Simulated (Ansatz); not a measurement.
CdTe:
```yaml
crystal:
  lattice:
    - [0.00000, 3.20456, 3.20456]
    - [3.20456, 0.00000, 3.20456]
    - [3.20456, 3.20456, 0.00000]
  atoms:
    - { symbol: Cd, position: [0.00000, 0.00000, 0.00000] }
    - { symbol: Te, position: [0.75000, 0.75000, 0.75000] }
```

Relaxed with LDA (plane waves, PAW; program Ansatz). Indices refer to the conventional cell of F-43m, a = 6.4091 Å, b = 6.4091 Å, c = 6.4091 Å, α = 90.00°, β = 90.00°, γ = 90.00°.

Problem. Simulate the powder diffraction pattern (Cu Kα, λ = 1.54184 Å; lines above 1 %) up to 2θ = 90°.

Solution. Simulated powder pattern, Cu Kα, λ = 1.54184 Å (kinematic, ideal powder, no thermal factors, no anomalous dispersion; the 30 strongest lines at most, above 1 %, up to 2θ = 90°):

| 2θ (°) | d (Å) | I/Imax (%) | hkl |
|---|---|---|---|
| 24.05 | 3.700 | 100 | (111) |
| 39.78 | 2.266 | 79 | (220) |
| 47.02 | 1.932 | 48 | (311) |
| 57.52 | 1.602 | 13 | (400) |
| 63.24 | 1.470 | 19 | (331) |
| 72.21 | 1.308 | 26 | (422) |
| 77.37 | 1.233 | 14 | (511)+(333) |
| 85.76 | 1.133 | 8.4 | (440) |

The cell was relaxed with LDA under the symmetry of its start. Spin–orbit coupling is left out wherever it is not named.

Potentials: the earlier of the program's two PAW sets. The files were generated under PBE; for other functionals the program regenerates the frozen cores, and for LDA and PBEsol the local potential too.
